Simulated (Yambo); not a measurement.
A G0W0@PBEsol run in Yambo for YOF (space group R-3m, No. 166) (4×4×4 Γ-centred k mesh, 123 bands and a 7 Ry block in the screening, 123 bands in G with the Bruneval-Gonze terminator, plasmon pole fitted at 27.2 eV) gives these matrix elements, in eV, at the band edges ((0, 0.25, -0.25) → (0.25, -0.5, -0.25)):

```tsv
state	E0	<Vxc>	<Σx>	<Σc(E0)>	Z
valence edge	0.000	-19.466	-24.826	4.220	0.800
conduction edge	5.340	-13.115	-7.874	-3.711	0.850
```

Q: Solve the linearised quasiparticle equation for both states, give the gap, and say how exchange and correlation each act on it.

A: E = E0 + Z(Σx + Σc − Vxc). Valence: 0.000 + 0.800 × (-24.826 + (4.220) − (-19.466)) = -0.91 eV. Conduction: 5.340 + 0.850 × (-7.874 + (-3.711) − (-13.115)) = 6.64 eV. The gap is 7.55 eV, against 5.34 eV in PBEsol. Replacing Vxc by bare exchange alone would open it by 10.60 eV; correlation takes back 7.93 eV of that, and Z scales what is left. Convergence of the G0W0 settings was not tested. Among the k points computed, the smallest G0W0 gap is 7.24 eV, (0, 0.25, -0.25) → Γ. The mesh misses a band edge: along a dense path the PBEsol gap is 4.94 eV against 5.34 eV on the mesh. 

Geometry of the Materials Project entry, not relaxed at this level; primitive cell a = b = c = 6.667 Å, α = β = γ = 33.08°.
